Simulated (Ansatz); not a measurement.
TiB₂:
```yaml
crystal:
  lattice:
    - [3.02471, 0.00000, 0.00000]
    - [-1.51235, 2.61947, 0.00000]
    - [0.00000, 0.00000, 3.22429]
  atoms:
    - { symbol: Ti, position: [0.00000, 0.00000, 0.00000] }
    - { symbol: B, position: [0.33333, 0.66667, 0.50000] }
    - { symbol: B, position: [0.66667, 0.33333, 0.50000] }
```

Relaxed with r²SCAN. Special points in fractions of this cell's reciprocal vectors: Γ (0.000, 0.000, 0.000); M (0.500, 0.000, 0.000); K (0.333, 0.333, 0.000); A (0.000, 0.000, 0.500); L (0.500, 0.000, 0.500); H (0.333, 0.333, 0.500).

Task: List the band energies nearest the Fermi level at these points for the program Ansatz at the r²SCAN level (PAW).

Result: In eV from the Fermi level; about four levels below and three above (degenerate sets whole), none deeper than 8.9 eV; points with the same levels are listed once.

```
k                    below                above
-  -----------------------  -------------------
Γ  -2.79 -2.79 -2.61 -2.22  1.99 1.99 3.85 3.85
M        -3.56 -3.47 -2.40       1.39 2.87 3.37
K        -7.82 -2.02 -2.02       1.41 1.41 2.11
A  -0.64 -0.64 -0.22 -0.22       0.45 0.45 1.74
L  -8.18 -4.98 -4.11 -3.52       2.61 3.05 4.63
H        -6.17 -3.48 -3.48       2.63 4.39 4.39
```

Space group P6/mmm. The r²SCAN relaxation kept the symmetry of its start. No spin polarisation was allowed.

Potentials: the earlier of the program's two PAW sets. The files were generated under PBE; for other functionals the program regenerates the frozen cores, and for LDA and PBEsol the local potential too.
